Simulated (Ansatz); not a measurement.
LiCl:
```yaml
crystal:
  lattice:
    - [0.00000, 2.57514, 2.57514]
    - [2.57514, 0.00000, 2.57514]
    - [2.57514, 2.57514, 0.00000]
  atoms:
    - { symbol: Li, position: [0.00000, 0.00000, 0.00000] }
    - { symbol: Cl, position: [0.50000, 0.50000, 0.50000] }
```

Relaxed with PBE. Special points in fractions of this cell's reciprocal vectors: Γ (0.000, 0.000, 0.000); X (0.500, 0.000, 0.500); U (0.625, 0.250, 0.625); K (0.375, 0.375, 0.750); L (0.500, 0.500, 0.500); W (0.500, 0.250, 0.750).

**Question.** List the band energies nearest the valence-band maximum at these points for PBE (plane waves, PAW; program Ansatz).

**Answer.** In eV from the valence-band maximum; about four levels below and three above (degenerate sets whole), none deeper than 8.9 eV; points with the same levels are listed once.

```csv
k,below,above
Γ,0.00 0.00 0.00,6.26 11.78 11.78 11.78
X,-2.84 -1.08 -1.08,7.80 8.26 12.33
U,-2.43 -1.75 -0.81,8.03 9.84 11.34
L,-2.77 -0.25 -0.25,6.73 9.43 9.43
W,-2.08 -2.08 -1.04,9.43 10.07 10.34 10.34
```

Space group Fm-3m (rock salt). The PBE relaxation kept the symmetry of its start.

Potentials: the later of the program's two PAW sets.
